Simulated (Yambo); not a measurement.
## BaMg2FeH8: lowest vertical excitons

```
CELL_PARAMETERS angstrom
      4.55655     0.00000     0.00000
     -2.27827     3.94609     0.00000
      0.00000     0.00000     6.96987
ATOMIC_POSITIONS crystal
  H  0.31884 0.15942 0.13642
  H  0.68116 0.84058 0.86358
  H  0.84058 0.15942 0.13642
  H  0.15942 0.84058 0.86358
  H  0.84058 0.68116 0.13642
  H  0.15942 0.31884 0.86358
  H  0.66667 0.33333 0.60920
  H  0.33333 0.66667 0.39080
  Mg 0.66667 0.33333 0.88804
  Mg 0.33333 0.66667 0.11196
  Fe 0.00000 0.00000 0.00000
  Ba 0.00000 0.00000 0.50000
```

The geometry is that of Materials Project entry mp-643264, symmetrised and not relaxed again.

BSE in Yambo on LDA (Quantum ESPRESSO, PseudoDojo norm-conserving, 90 Ry, no spin-orbit coupling) bands: 6×6×4 mesh, 8 valence and 7 conduction bands, static screening with 72 bands and a 3 Ry block, scissor 1.00 eV, Tamm-Dancoff; field along x.

```
state  energy (eV)  states within 2 meV  relative strength  class    main transitions
-----  -----------  -------------------  -----------------  -----  ------------------
1             1.66                    2             < 0.01   dark      VB → CB (78 %)
2             1.79                    1             < 0.01   dark    VB−1 → CB (79 %)
3             2.00                    1             < 0.01   dark      VB → CB (97 %)
4             2.05                    2             < 0.01   dark    VB−1 → CB (75 %)
5             2.14                    2             < 0.01   dark      VB → CB (83 %)
6             2.21                    1             < 0.01   dark      VB → CB (96 %)
7             2.21                    1             < 0.01   dark    VB−1 → CB (93 %)
8             2.23                    2               1.00   weak      VB → CB (99 %)
9             2.24                    1             < 0.01   dark     VB → CB (100 %)
10            2.27                    2             < 0.01   dark  several band pairs
```

These are vertical excitations (zero momentum); the indirect quasiparticle gap, about 2.13 eV, is smaller than the direct one (2.77 eV on the GW mesh). The direct quasiparticle gap on this mesh is 2.34 eV; counted from there, state 1 is bound by 0.68 eV. Convergence with the mesh was not shown.

Spin singlets only. Strengths are relative to the strongest of the lowest states of this run; strong means a line over 3 % of the spectrum's maximum, dark under 0.03 %. Absolute energies carry the error of the G0W0 scissor, whose convergence isn't established; the long-wavelength screening was taken along (1,1,1) although the crystal is anisotropic.

The structure is a Materials Project entry; no match was found in the copy of COD used, and its stability was not checked.

The runs are not spin-polarised; magnetic order was not tried.
